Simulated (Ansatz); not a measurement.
HfIr3:
Space group Pm-3m (No. 221); a = b = c = 3.942 Å, α = β = γ = 90.00°

```csv
atom,site,symmetry,x,y,z
Hf,1a,m-3m,0.0000,0.0000,0.0000
Ir,3c,4/mm.m,0.0000,0.5000,0.5000
```

This is the r²SCAN-relaxed structure.

Task: All from the program Ansatz at the r²SCAN level (PAW), unless another level is named. Estimate the density of states at the Fermi level.

Result: 0.65 states/eV per atom (mean over ±0.08 eV).

Task: Predict the formation energy from the elements (no fitted shifts).

Result: -0.85 eV/atom.

The workflow started from a Materials Project entry (that database holds measured and hypothetical structures alike); the Crystallography Open Database files this formula in space group No. 221, but the cells were not matched. Its standing as an ambient phase is unchecked. Symmetry was held in the r²SCAN relaxation; its stability against distortions is not shown here. The run is not spin-polarised. The references are the lowest solids computed at this level, not always the standard phases. Scalar-relativistic: spin–orbit coupling is off unless named, which matters more the heavier the elements.

Potentials: the later of the program's two PAW sets.
